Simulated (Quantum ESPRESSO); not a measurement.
HfZrTi2O8, input and log of a self-consistent run

Computed values, not a measurement. The program is pw.x of Quantum ESPRESSO 7.5 (plane-wave density functional theory). The cell is made up: 12 atoms on a fluorite lattice, with randomly drawn elements, strain and displacements, not relaxed. PseudoDojo standard norm-conserving files (v0.5 for PBE, v0.4.1 for LDA and PBEsol) set the functional; there is no spin polarisation, spin-orbit coupling or dispersion term, and the masses in the input are unused placeholders.

The hafnium pseudopotential is less sure than the others, with forces about 3 percent (worst 6) and pressure in oxides about 1.5 GPa (worst 2.7) from a second method in checks, which no rerun with the same files tests.

Input:

```
&control calculation='scf', pseudo_dir='./dojo.nc.sr.pbe.v0_5.standard.upf', outdir='./o', disk_io='low', tprnfor=.true., tstress=.true. /
&system ibrav=0, nat=12, ntyp=4, nbnd=54, ecutwfc=84.00895049, nosym=.true., tot_charge=0,
 occupations='smearing', smearing='fd', degauss=0.0018374661
/
&electrons conv_thr=7.350e-09, electron_maxstep=60, /
ATOMIC_SPECIES
Hf 1.0 Hf.upf
O 1.0 O.upf
Ti 1.0 Ti.upf
Zr 1.0 Zr.upf
CELL_PARAMETERS angstrom
4.8068 -0.0128 -0.0377
-0.0128 4.9537 -0.0021
-0.0377 -0.0021 4.9927
ATOMIC_POSITIONS angstrom
Hf 0.0937 -0.1513 0.0646
Zr -0.0281 2.5089 2.5881
Ti 2.5259 -0.0041 2.5593
Ti 2.3737 2.4324 -0.0688
O 1.0132 1.1727 1.1272
O 1.193 1.4311 3.768
O 1.4602 3.6303 1.0433
O 1.227 3.7529 3.77
O 3.4863 1.1195 1.2602
O 3.522 1.1182 3.8215
O 3.7098 3.7443 1.2688
O 3.7347 3.8259 3.6391
K_POINTS automatic
5 5 5 1 1 1
```

The log is shortened where brackets say so; the opening notice, blank lines, dates and the lines on written files are dropped, and the path of the files is cut. It prints rydbergs, bohrs and kilobars, and counts compression as positive stress. With no partly filled state, the Fermi energy that it prints is only some level between the filled and the empty states on the mesh, and need not lie in the true gap.

```
     Program PWSCF v.7.5
     Parallel version (MPI & OpenMP), running on       4 processor cores
     Number of MPI processes:                 4
     Threads/MPI process:                     1
     [start-up lines left out]
     bravais-lattice index     =            0
     lattice parameter (alat)  =       9.0838  a.u.
     unit-cell volume          =     802.2118 (a.u.)^3
     number of atoms/cell      =           12
     number of atomic types    =            4
     number of electrons       =        96.00
     number of Kohn-Sham states=           54
     kinetic-energy cutoff     =      84.0090  Ry
     charge density cutoff     =     336.0358  Ry
     scf convergence threshold =      7.3E-09
     mixing beta               =       0.7000
     number of iterations used =            8  plain     mixing
     Exchange-correlation= PBE
                           (   1   4   3   4   0   0   0)
     [axes and pseudopotential details left out]
   Cartesian axes
     site n.     atom                  positions (alat units)
         1        Hf     tau(   1) = (   0.0194925  -0.0314752   0.0134388  )
         2        Zr     tau(   2) = (  -0.0058457   0.5219302   0.5384063  )
         3        Ti     tau(   3) = (   0.5254667  -0.0008529   0.5324150  )
         4        Ti     tau(   4) = (   0.4938043   0.5060158  -0.0143126  )
         5        O      tau(   5) = (   0.2107775   0.2439585   0.2344931  )
         6        O      tau(   6) = (   0.2481816   0.2977138   0.7838626  )
         7        O      tau(   7) = (   0.3037676   0.7552167   0.2170392  )
         8        O      tau(   8) = (   0.2552546   0.7807213   0.7842787  )
         9        O      tau(   9) = (   0.7252601   0.2328912   0.2621613  )
        10        O      tau(  10) = (   0.7326869   0.2326208   0.7949923  )
        11        O      tau(  11) = (   0.7717552   0.7789323   0.2639503  )
        12        O      tau(  12) = (   0.7769352   0.7959076   0.7570473  )
     number of k points=    63  Fermi-Dirac smearing, width (Ry)=  0.0018
                       cart. coord. in units 2pi/alat
        k(    1) = (   0.1010241   0.0973401   0.0970836), wk =   0.0320000
        k(    2) = (   0.1025346   0.0974256   0.2896548), wk =   0.0320000
     [further k points left out]
     Dense  grid:    83491 G-vectors     FFT dimensions: (  54,  60,  60)
     Estimated max dynamical RAM per process >     281.26 MB
     Estimated total dynamical RAM >       1.04 GB
     Initial potential from superposition of free atoms
     starting charge      95.9926, renormalised to      96.0000
     Starting wfcs are   72 randomized atomic wfcs
     total cpu time spent up to now is        8.3 secs
     per-process dynamical memory:   219.9 Mb
     Self-consistent Calculation
     iteration #  1     ecut=    84.01 Ry     beta= 0.70
     Davidson diagonalization with overlap
     ethr =  1.00E-02,  avg # of iterations =  2.0
     total cpu time spent up to now is       20.9 secs
     total energy              =    -714.50960747 Ry
     estimated scf accuracy    <       5.42275201 Ry
     iteration #  2     ecut=    84.01 Ry     beta= 0.70
     Davidson diagonalization with overlap
     ethr =  5.65E-03,  avg # of iterations =  6.7
     total cpu time spent up to now is       45.4 secs
     total energy              =    -707.78329537 Ry
     estimated scf accuracy    <      67.44077597 Ry
     iteration #  3     ecut=    84.01 Ry     beta= 0.70
     Davidson diagonalization with overlap
     ethr =  5.65E-03,  avg # of iterations =  7.3
     total cpu time spent up to now is       64.1 secs
     total energy              =    -717.19539531 Ry
     estimated scf accuracy    <       3.00776824 Ry
     iteration #  4     ecut=    84.01 Ry     beta= 0.70
     Davidson diagonalization with overlap
     ethr =  3.13E-03,  avg # of iterations =  2.2
     total cpu time spent up to now is       77.2 secs
     total energy              =    -717.39867203 Ry
     estimated scf accuracy    <       1.03084652 Ry
     iteration #  5     ecut=    84.01 Ry     beta= 0.70
     Davidson diagonalization with overlap
     ethr =  1.07E-03,  avg # of iterations =  2.6
     total cpu time spent up to now is       88.5 secs
     total energy              =    -717.29497187 Ry
     estimated scf accuracy    <       0.64088662 Ry
     [iterations 6 to 17 left out]
     iteration # 18     ecut=    84.01 Ry     beta= 0.70
     Davidson diagonalization with overlap
     ethr =  3.51E-09,  avg # of iterations =  4.5
     total cpu time spent up to now is      287.9 secs
     total energy              =    -717.34686676 Ry
     estimated scf accuracy    <       0.00000013 Ry
     iteration # 19     ecut=    84.01 Ry     beta= 0.70
     Davidson diagonalization with overlap
     ethr =  1.34E-10,  avg # of iterations =  5.9
     total cpu time spent up to now is      305.6 secs
     total energy              =    -717.34686684 Ry
     estimated scf accuracy    <       0.00000008 Ry
     iteration # 20     ecut=    84.01 Ry     beta= 0.70
     Davidson diagonalization with overlap
     ethr =  8.18E-11,  avg # of iterations =  3.1
     total cpu time spent up to now is      318.1 secs
     total energy              =    -717.34686684 Ry
     estimated scf accuracy    <       0.00000009 Ry
     iteration # 21     ecut=    84.01 Ry     beta= 0.70
     Davidson diagonalization with overlap
     ethr =  8.18E-11,  avg # of iterations =  1.1
     total cpu time spent up to now is      327.7 secs
     total energy              =    -717.34686683 Ry
     estimated scf accuracy    <       0.00000004 Ry
     iteration # 22     ecut=    84.01 Ry     beta= 0.70
     Davidson diagonalization with overlap
     ethr =  4.28E-11,  avg # of iterations =  2.3
     total cpu time spent up to now is      338.4 secs
     End of self-consistent calculation
          k = 0.1010 0.0973 0.0971 ( 10436 PWs)   bands (ev):
   -47.7813 -45.0967 -44.9532 -35.6058 -21.3636 -21.3415 -21.3011 -21.2310
   -21.2042 -21.1475 -16.9199 -16.7592 -16.7200 -14.0318 -13.9086 -13.7820
    -6.5541  -5.0268  -4.8358  -4.7746  -4.4833  -4.3391  -4.0806  -3.3042
     5.7206   5.9518   6.1189   6.5809   6.8069   7.0449   8.1386   8.2714
     8.2943   8.3773   8.4784   8.9068   9.8167  10.2625  10.4628  10.6175
    10.7839  10.9756  11.3495  11.4957  11.7482  11.9343  12.1065  12.4526
    14.2876  14.3421  14.6087  14.8688  15.6103  15.6948
     [levels at the other k points left out]
     the Fermi energy is    13.1154 ev
!    total energy              =    -717.34686683 Ry
     estimated scf accuracy    <          6.6E-09 Ry
     smearing contrib. (-TS)   =      -0.00000000 Ry
     internal energy E=F+TS    =    -717.34686683 Ry
     The total energy is F=E-TS. E is the sum of the following terms:
     one-electron contribution =    -141.49486878 Ry
     hartree contribution      =     130.22262266 Ry
     xc contribution           =    -151.25172646 Ry
     ewald contribution        =    -554.82289424 Ry
     convergence has been achieved in  22 iterations
     Forces acting on atoms (cartesian axes, Ry/au):
     atom    1 type  1   force =    -0.01897627    0.06286748    0.01380537
     atom    2 type  4   force =     0.00586371   -0.06684427   -0.08499990
     atom    3 type  3   force =     0.03025055    0.02592088   -0.04533222
     atom    4 type  3   force =    -0.03195337   -0.04665644    0.03709113
     atom    5 type  2   force =     0.08812681    0.07118160    0.08187241
     atom    6 type  2   force =     0.04173164   -0.06910979   -0.01801388
     atom    7 type  2   force =    -0.02479871   -0.01391402    0.10181148
     atom    8 type  2   force =     0.07860452    0.03072623   -0.08725054
     atom    9 type  2   force =    -0.06034175    0.04866750    0.04226113
     atom   10 type  2   force =     0.01599102    0.06924717   -0.03029678
     atom   11 type  2   force =     0.00587689   -0.03806479   -0.00796065
     atom   12 type  2   force =    -0.13037504   -0.07402154   -0.00298754
     Total force =     0.338425     Total SCF correction =     0.000128
     Computing stress (Cartesian axis) and pressure
          total   stress  (Ry/bohr**3)                   (kbar)     P=      195.51
   0.00184386  -0.00018620   0.00042052          271.24      -27.39       61.86
  -0.00018620   0.00116960   0.00033878          -27.39      172.05       49.84
   0.00042052   0.00033878   0.00097375           61.86       49.84      143.24
     init_run     :      7.66s CPU      7.94s WALL (       1 calls)
     electrons    :    328.92s CPU    330.09s WALL (       1 calls)
     forces       :      2.20s CPU      2.21s WALL (       1 calls)
     stress       :      8.69s CPU      8.70s WALL (       1 calls)
     [timing details left out]
     PWSCF        :   5m47.90s CPU   5m49.43s WALL
     JOB DONE.
```

In other units: free energy -9760.001 eV for the cell, pressure 19.55 GPa, largest force component 3.352 eV/Å. A rerun of this cell at a cutoff of 1467 eV and k mesh 7 x 7 x 7 moved values by no more than 0.004 eV in energy, 0.05 GPa in stress and 0.002 eV/Å in force.